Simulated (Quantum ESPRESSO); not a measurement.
Band energies of ScPd$_{3}$

```xyz
4
Lattice="3.9796 0.0000 0.0000 0.0000 3.9796 0.0000 0.0000 0.0000 3.9796" Properties=species:S:1:pos:R:3 pbc="T T T"
Sc     0.0000     0.0000     0.0000
Pd     1.9898     1.9898     0.0000
Pd     0.0000     1.9898     1.9898
Pd     1.9898     0.0000     1.9898
```

PBEsol (Quantum ESPRESSO, PseudoDojo norm-conserving, 82 Ry, no spin-orbit coupling); path ΓXMΓRX,MR; energies in eV from the Fermi level.

```
k (1/Å)  point  band 28  band 29  band 30  band 31  band 32  band 33  band 34  band 35
-------  -----  -------  -------  -------  -------  -------  -------  -------  -------
0.00         Γ    -0.93    -0.32     0.11     0.11     0.11     3.00     3.00     3.27
0.23              -0.92    -0.46    -0.36    -0.36     0.11     1.91     2.83     2.83
0.45              -1.23    -1.23    -0.98    -0.77     0.11     0.13     2.25     2.25
0.79         X    -1.64    -1.64    -1.54    -1.51    -0.78     0.11     1.79     1.79
1.01              -1.90    -1.62    -1.48    -1.04    -0.94    -0.20     1.85     1.94
1.24              -2.00    -1.56    -1.52    -1.38    -0.79    -0.65     1.97     2.11
1.58         M    -2.02    -1.88    -1.88    -1.48    -1.32    -0.72     2.06     2.06
1.78              -1.92    -1.84    -1.75    -1.55    -1.11    -0.52     1.99     2.05
1.98              -1.74    -1.63    -1.48    -1.31    -0.70    -0.07     1.95     2.10
2.29              -1.23    -1.03    -0.92    -0.66    -0.17     1.15     2.17     2.57
2.49              -0.95    -0.46    -0.27    -0.22     0.04     2.33     2.55     2.95
2.70         Γ    -0.93    -0.32     0.11     0.11     0.11     3.00     3.00     3.27
2.99              -1.04    -0.61    -0.60    -0.60    -0.01     1.95     2.49     2.49
3.18              -1.49    -1.19    -1.19    -1.12    -0.08     1.03     2.24     2.24
3.48              -1.96    -1.96    -1.43    -1.43    -0.16     0.36     1.91     1.91
3.67              -2.00    -1.36    -1.36    -1.36    -0.19     0.47     1.70     1.70
3.87              -1.88    -0.70    -0.70    -0.22     0.01     0.82     1.37     1.37
4.06         R    -1.86    -0.22    -0.22    -0.22     0.84     1.07     1.07     1.07
4.16              -1.86    -0.39    -0.37    -0.23     0.59     0.95     1.18     1.20
4.37              -1.84    -1.29    -1.03    -0.41    -0.27     0.24     1.60     1.72
4.57              -1.99    -1.71    -1.54    -1.12    -0.37    -0.35     1.91     1.98
4.87              -1.75    -1.66    -1.56    -1.11    -0.87    -0.27     1.90     2.03
5.08              -1.82    -1.64    -1.50    -1.33    -0.81     0.04     1.80     1.83
5.18         X    -1.64    -1.64    -1.54    -1.51    -0.78     0.11     1.79     1.79
5.18         M    -2.02    -1.88    -1.88    -1.48    -1.32    -0.72     2.06     2.06
5.47              -1.69    -1.69    -1.61    -1.42    -0.85    -0.34     1.93     1.93
5.67              -1.75    -1.03    -1.03    -0.47    -0.41     0.29     1.63     1.63
5.97         R    -1.86    -0.22    -0.22    -0.22     0.84     1.07     1.07     1.07
```

A metal at this level: along this path bands 30, 31, 32, 33 cross the Fermi level.

Spin-orbit splittings are left out.

Geometry of the Materials Project entry, not relaxed at this level.
